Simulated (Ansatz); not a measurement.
Put Al5As in Cmmm (No. 65): Al on 2a and 8n; As on 2d.

Method: DFT PBE, scalar-relativistic, plane waves, PAW (Ansatz 0.2.0). Cutoff 420 eV, Γ-centred mesh, Gaussian smearing, no spin polarisation.

Formation energies are uncorrected and refer to the elements' standard structures at the same level.

**Question.** Predict the relaxed structure.

**Answer.**

Space group Cmmm (No. 65). a = 4.826 Å, b = 7.775 Å, c = 5.729 Å, α = 90.00°, β = 90.00°, γ = 90.00°
```tsv
atom	site	symmetry	x	y	z
Al	2a	mmm	0.0000	0.0000	0.0000
Al	8n	m..	0.5000	0.1712	0.2468
As	2d	mmm	0.0000	0.0000	0.5000
```

Al on a site of symmetry mmm has 2 As at 2.86 Å and 12 Al at 2.92–3.10 Å; around Al on a site of symmetry m lie 6 Al at 2.66–2.92 Å, 3 As at 2.94–3.11 Å and 2 Al at 3.10 Å; around As lie 6 Al at 2.86–2.94 Å and 8 Al at 3.11 Å. Another local minimum with the same sites may exist.

**Question.** Where does its energy lie, and is it a metal?

**Answer.** The formation energy is +0.20 eV/atom. The gap on the 10×10×8 mesh of the 6-atom cell is 0 eV (a metal). It can't be a ground state, since the elements alone are lower.

The last run used Gaussian smearing of 0.10 eV. The reference form of As is held partly by dispersion forces, which this level lacks. Symmetry constrained the relaxation, so the result can be a saddle point.
